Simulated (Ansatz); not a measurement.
## What DFT gives for Sc$_{6}$Ga$_{2}$Os

```
Ga Os Sc
1.0
     7.23334    0.00000    0.00000
    -3.61667    6.26425    0.00000
     0.00000    0.00000    3.66456
Ga Os Sc
2 1 6
Direct
  0.33330 0.66670 0.00000
  0.66670 0.33330 0.00000
  0.00000 0.00000 0.50000
  0.61260 0.00000 0.50000
  0.38740 0.38740 0.50000
  0.00000 0.61260 0.50000
  0.23860 0.00000 0.00000
  0.76140 0.76140 0.00000
  0.00000 0.23860 0.00000
```

Level: a composed functional ({exchange: {pbe: {weight: 1.0, kappa: 0.491, mu: 0.2009}}, correlation: pbe}), no spin polarisation; 420 eV; 4×4×7 Γ-centred mesh; tetrahedron occupations; Ansatz 0.2.0, fixed geometry.

**Question.** What does the stress say?

**Answer.** The pressure is 13.6 GPa (compression positive), so with the atoms held at these fractions the cell would first expand; the forces are large, so a full relaxation may end otherwise.

**Question.** What do density and ELF say about some of the short contacts?

**Answer.** Os–Sc at 2.52 Å: least valence density 0.41 e/Å³ and ELF 0.17 there. Ga–Sc at 2.82 Å: least valence density 0.21 e/Å³ and ELF 0.28 there. Sc–Sc at 3.06 Å: least valence density 0.14 e/Å³ and ELF 0.16 there. These are pseudo-fields; inside the PAW spheres they differ from the all-electron ones.

**Question.** Which atom feels the largest force, and which way?

**Answer.** The largest is on Sc7 (and as large on other atoms): 2.27 eV/Å, components (2.27, 0.00, 0.00). It makes 133° with the line to a nearest neighbour, Os3 at 2.52 Å.

**Question.** Which element gives electrons and which takes them?

**Answer.** Bader charges in e: Sc +1.11 to +1.21, Ga -1.93, Os -3.12. In the mean Sc gives up most and Os takes most.

**Question.** Is there a gap?

**Answer.** It is a metal, with about 9.6 states/eV a cell as the mean within 0.25 eV of the Fermi level, mostly Sc d (73 %).

Origin: a known structure type with other elements, at an estimated volume, so it need not be a known compound. Caveats: empty levels are not fully converged; many states at the Fermi level without spin polarisation, so a magnetic state may lie lower; atoms or cell far from equilibrium; forces and stress under tetrahedra may miss the slope of the energy; forces of this functional can be a tenth off on these datasets.
